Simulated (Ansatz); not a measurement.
**Question.** Each is relaxed and computed with DFT-r²SCAN in the program Ansatz with PAW potentials. Which is the only metal?
(A) La2S3O12, R-3c (La on 12c, S on 18e, O on 36f, O on 36f)
(B) LaSi2Ru2, I4/mmm (La on 2a, Si on 4e, Ru on 4d)
(C) Ba2YOsO6, I4/mmm (Pearson symbol tI20)
(D) Cs2MnCl4, I4/mmm (Cs on 4e, Mn on 2a, Cl on 4e, Cl on 4c)

**Answer.** B, LaSi2Ru2, I4/mmm (La on 2a, Si on 4e, Ru on 4d). LaSi2Ru2: metal; Ba2YOsO6: gap 0.72 eV (indirect); Cs2MnCl4: gap 2.58 eV (indirect); La2S3O12: gap 5.49 eV. Spin orders computed, not proven ground states: Ba2YOsO6, I4/mmm (Pearson symbol tI20) antiferromagnetic; Cs2MnCl4, I4/mmm (Cs on 4e, Mn on 2a, Cl on 4e, Cl on 4c) ferromagnetic. Standing as an ambient phase not checked: LaSi2Ru2, I4/mmm (La on 2a, Si on 4e, Ru on 4d); Ba2YOsO6, I4/mmm (Pearson symbol tI20); Cs2MnCl4, I4/mmm (Cs on 4e, Mn on 2a, Cl on 4e, Cl on 4c); La2S3O12, R-3c (La on 12c, S on 18e, O on 36f, O on 36f). All cells were relaxed under the symmetry of their starts (and spin orders); stability against distortions was not tested throughout. Cells of antiferromagnets are given as chemical subcells. Rows with no word on spin ran without spin polarisation. Spin–orbit coupling is left out wherever it is not named.

Potentials: the later of the program's two PAW sets.
